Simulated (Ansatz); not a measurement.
Relaxed MoSi$_{2}$ (MoSi2 type, space group I4/mmm):

```yaml
crystal:
  lattice:
    - [-3.21692, 3.21692, 7.87303]
    - [0.00000, 0.00000, 7.87303]
    - [1.60846, 1.60846, -3.93652]
  atoms:
    - { symbol: Mo, position: [0.00000, 0.00000, 0.00000] }
    - { symbol: Mo, position: [0.50000, 0.00000, 0.00000] }
    - { symbol: Si, position: [0.00000, 0.33511, 0.00000] }
    - { symbol: Si, position: [0.50000, 0.33511, 0.00000] }
    - { symbol: Si, position: [0.00000, 0.66489, 0.00000] }
    - { symbol: Si, position: [0.50000, 0.66489, 0.00000] }
```

The atoms are displaced by Q × the pattern below (from a DFPT mode at X = (0.5, 0.5, 0.0), largest move 1; Q in Å), at fixed cell. (q is in reciprocal vectors of the primitive cell; the cell shown is doubled to hold the pattern.)

| atom | x | y | z |
|---|---|---|---|
| Mo1 | 0.672 | 0.672 | 0.000 |
| Mo2 | -0.672 | -0.672 | 0.000 |
| Si3 | 0.707 | 0.707 | 0.000 |
| Si4 | -0.707 | -0.707 | 0.000 |
| Si5 | 0.707 | 0.707 | 0.000 |
| Si6 | -0.707 | -0.707 | 0.000 |

The numbers are results of PBE (plane waves to 420 eV, PAW, scalar-relativistic; Ansatz, a quantum-chemistry and plane-wave program), not measurements. k mesh 20×20×20 (Γ-centred), Fermi-Dirac smearing 0.05 eV. The energy includes the smearing's −TS. With partly filled bands, energies and forces of such displacements shift with the k mesh and the smearing. MoSi2 is run without spin polarisation. MoSi2 was relaxed with its symmetry unable to fall. The zero of ΔE is the undisplaced structure. The last digit holds for this mesh only.

```
Q (Å)    ΔE (meV/cell)
-------  -------------
-0.1000          202.9
-0.0833          141.9
-0.0667           91.4
-0.0500           51.6
-0.0333       withheld
-0.0167            5.8
0.0000             0.0
0.0167             5.8
0.0333        withheld
0.0500            51.6
0.0667            91.4
0.0833           141.9
0.1000           202.9
```

Problem. Fit an even polynomial form (powers 2, 4) to the given rows and predict ΔE at Q = 0.0333.

Solution. Least squares on the 11 given rows: ΔE = (20770)·Q² + (-47530)·Q⁴, in meV/cell with Q in Å; root-mean-square residual 0.05 meV/cell. At 0.0333 the fit gives 23.0 meV/cell; the calculation gives 23.0 meV/cell, the same to the digits shown. The quadratic term alone would give 23.0 meV/cell.

(A displaced cell: forces are minus the slopes of the energy, force constants its curvatures, and phonons follow from these.)
